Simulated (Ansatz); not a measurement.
According to LDA in the plane-wave PAW code Ansatz, SiTe in the tetragonal phase (P4/nmm; Si on 2c, Te on 2a) relaxes to a = 4.918 Å, c = 3.934 Å. Against the elements it lies at 0.44 eV/atom, with no fitted shifts.

Electronic character: metallic (no gap).

The highest mode at Γ lies at 181 cm⁻¹.

The start of the workflow was typed in or built on a structure type; neither database checked (COD, Materials Project) lists it. Its standing as an ambient phase is unchecked. Symmetry was held in the LDA relaxation; its stability against distortions is not shown here. The volume moved by -20 % from the start of the relaxation. Its formation energy is positive at this level, so the cell may be metastable or incomplete. A crystal of weakly bound layers computed without a dispersion correction: the cell and the soft elastic constants depend strongly on that. As this level gives no gap, phonon frequencies hold no LO–TO term and depend on the k-mesh and smearing (Fermi–Dirac, 0.1 eV here). The references are the lowest solids computed at this level, not always the standard phases. Spin–orbit coupling is left out wherever it is not named.

Potentials: the later of the program's two PAW sets.
